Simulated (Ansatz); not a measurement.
The guess for Cu₅Mo was made by a generator: species swapped into a database cell of Hf5Pb (P4/mmm, No. 123), with Cu on the Hf sites and Mo on the Pb sites. Lengths were set from tabulated atomic sizes, so they are only a guess.

```yaml
crystal:
  lattice:
    - [2.73715, 0.00000, 0.00000]
    - [0.00000, 2.73715, 0.00000]
    - [0.00000, 0.00000, 11.59449]
  atoms:
    - { symbol: Cu, position: [0.50000, 0.50000, 0.33448] }
    - { symbol: Cu, position: [0.50000, 0.50000, 0.66552] }
    - { symbol: Cu, position: [0.00000, 0.00000, 0.17599] }
    - { symbol: Cu, position: [0.00000, 0.00000, 0.82401] }
    - { symbol: Cu, position: [0.00000, 0.00000, 0.50000] }
    - { symbol: Mo, position: [0.50000, 0.50000, 0.00000] }
```

Theory: DFT PBE, scalar-relativistic, plane waves, PAW in Ansatz. Cutoff 420 eV, Gaussian smearing, Γ-centred meshes. Cell and atoms relax first on a coarse mesh, the cell is then made exact in the group found at 0.06 to 0.08 Å, and last on a converged mesh; the steps can't lower the symmetry of their start. No spin polarisation.

A guess keeps its type if space group and coordination stay and the shape of the cell changes little (axis ratios within about 15 %, angles within 6°); the volume may change.

Task: Does this structure survive the relaxation?

Result: It keeps its type. The symmetry stays P4/mmm (No. 123). The volume per atom shrinks by 12.9 %, from 14.5 to 12.6 Å³. The shortest distance goes from 2.67 Å (Cu–Cu) to 2.56 Å (Cu–Cu). The ratio c/a of the conventional cell changes by a factor of 1.03. Counting neighbours within 15 % of an atom's shortest distance, the start has Cu 12, Mo 12 and the end Cu 12, Mo 12.

The zero of energy is the elements' standard structures at the same level; no fitted shifts are applied.

Task: At what energy does it end?

Result: +0.09 eV/atom. It can't be a ground state, since the elements alone are lower.

The last run used a 12×12×4 mesh (in the run's order of axes) for its 6-atom cell and Gaussian smearing of 0.10 eV. A structure relaxed within its symmetry needn't be a true minimum. Another cell of the same search, in P4/nmm, lies 18 meV/atom lower, so this cell isn't the stable form at this level.
